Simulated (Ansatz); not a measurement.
Simulated powder pattern, Co Kα, λ = 1.79026 Å (kinematic, ideal powder, no thermal factors, no anomalous dispersion; the 30 strongest lines at most, above 1 %, up to 2θ = 90°):

```json
[
 {"2θ (°)": "19.53", "d (Å)": "5.277", "I/Imax (%)": "1.1"},
 {"2θ (°)": "36.54", "d (Å)": "2.855", "I/Imax (%)": "52"},
 {"2θ (°)": "39.66", "d (Å)": "2.639", "I/Imax (%)": "39"},
 {"2θ (°)": "41.76", "d (Å)": "2.511", "I/Imax (%)": "100"},
 {"2θ (°)": "47.62", "d (Å)": "2.217", "I/Imax (%)": "1.8"},
 {"2θ (°)": "55.02", "d (Å)": "1.938", "I/Imax (%)": "24"},
 {"2θ (°)": "63.65", "d (Å)": "1.697", "I/Imax (%)": "1.6"},
 {"2θ (°)": "65.77", "d (Å)": "1.649", "I/Imax (%)": "35"},
 {"2θ (°)": "73.41", "d (Å)": "1.498", "I/Imax (%)": "29"},
 {"2θ (°)": "77.65", "d (Å)": "1.428", "I/Imax (%)": "5.2"},
 {"2θ (°)": "79.62", "d (Å)": "1.398", "I/Imax (%)": "29"},
 {"2θ (°)": "81.01", "d (Å)": "1.378", "I/Imax (%)": "16"},
 {"2θ (°)": "84.34", "d (Å)": "1.333", "I/Imax (%)": "1.6"},
 {"2θ (°)": "85.45", "d (Å)": "1.319", "I/Imax (%)": "2.1"}
]
```

The pattern belongs to a structure relaxed with PBE in the plane-wave PAW code Ansatz.

**Question.** Pick the material that matches.
(A) CoB3N3, P-62m (Pearson symbol hP14)
(B) FeBiO3, R-3 (Bi on 6c, Fe on 3a, Fe on 3b, O on 18f)
(C) Ba2Ti2N3F3, P-4m2 (Pearson symbol tP10)
(D) Zn3GaNO3, P3m1 (Pearson symbol hP8)

**Answer.** D, Zn3GaNO3, P3m1 (Pearson symbol hP8)

**Question.** Give the lattice parameters.

**Answer.** a = 3.297 Å, c = 10.555 Å.

The start of the workflow was typed in or built on a structure type; neither database checked (COD, Materials Project) lists it. Whether it is the stable phase at ambient conditions was not checked. The cell was relaxed with PBE under the symmetry of its start; whether a distortion lowers the energy is not shown.

Potentials: the earlier of the program's two PAW sets.
